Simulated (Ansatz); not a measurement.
Ti3InN:
Space group Pm-3m (No. 221); a = b = c = 4.149 Å, α = β = γ = 90.00°

```tsv
atom	site	symmetry	x	y	z
Ti	3c	4/mm.m	0.0000	0.5000	0.5000
In	1a	m-3m	0.0000	0.0000	0.0000
N	1b	m-3m	0.5000	0.5000	0.5000
```

Relaxed with PBEsol.

Problem. Which orbitals make up the states near the Fermi level in DFT-PBEsol in the program Ansatz with PAW potentials?

Solution. Within 0.5 eV of the Fermi level: Ti 3d 90 %. Projections are on Löwdin-orthogonalised atomic valence shells; empty p or d shells of many metals are not among them.

Problem. Tabulate the density of states.

Solution. States/eV per cell of 5 atoms, in 0.25 eV bins, energy from the Fermi level.

```tsv
E (eV)	total	Ti 3d	N 2p	In 5p
-7.85	0.56	0.07	0.02	0.01
-7.60	1.15	0.09	0.09	0.02
-7.35	1.70	0.11	0.23	0.06
-7.10	1.66	0.16	0.30	0.10
-6.85	1.73	0.28	0.49	0.12
-6.60	1.67	0.46	0.81	0.06
-6.35	1.51	0.42	0.77	0.06
-6.10	2.57	0.78	0.94	0.08
-5.85	2.90	0.84	1.29	0.08
-5.60	3.00	0.85	1.50	0.09
-5.35	2.97	0.80	1.64	0.10
-5.10	2.36	0.59	1.46	0.07
-4.85	2.82	0.68	1.85	0.06
-4.60	2.60	0.54	1.81	0.06
-4.35	1.83	0.29	1.37	0.05
-4.10	0.87	0.12	0.58	0.08
-3.85	0.52	0.19	0.08	0.14
-3.60	0.86	0.32	0.09	0.27
-3.35	1.45	0.57	0.11	0.50
-3.10	2.35	0.95	0.14	0.87
-2.85	2.28	0.95	0.11	0.91
-2.60	2.90	1.28	0.11	1.20
-2.35	2.72	1.37	0.08	1.02
-2.10	6.57	3.61	0.05	2.59
-1.85	4.11	3.03	0.02	0.90
-1.60	0.68	0.65	0.00	0.00
-1.35	1.69	1.62	0.02	0.00
-1.10	2.00	1.89	0.03	0.00
-0.85	2.32	2.18	0.04	0.01
-0.60	3.06	2.87	0.04	0.02
-0.35	3.16	2.99	0.03	0.03
-0.10	3.46	3.24	0.04	0.04
0.15	9.26	8.21	0.32	0.22
0.40	6.23	5.43	0.15	0.28
0.65	3.28	2.82	0.08	0.20
0.90	4.62	3.98	0.12	0.26
1.15	3.44	3.08	0.05	0.06
1.40	5.85	5.57	0.03	0.04
1.65	11.01	10.36	0.04	0.13
1.90	2.62	2.42	0.01	0.06
2.15	2.79	2.49	0.16	0.07
2.40	4.40	3.52	0.30	0.26
2.65	5.61	4.52	0.42	0.20
2.90	5.19	4.50	0.19	0.19
```

The workflow started from a Materials Project entry (that database holds measured and hypothetical structures alike); the Crystallography Open Database copy checked does not list it. Its standing as an ambient phase is unchecked. The cell was relaxed with PBEsol under the symmetry of its start; of distortions, only those at the zone centre were tested. No spin polarisation was allowed. Scalar-relativistic: spin–orbit coupling is off unless named, which matters more the heavier the elements.

Potentials: the later of the program's two PAW sets.
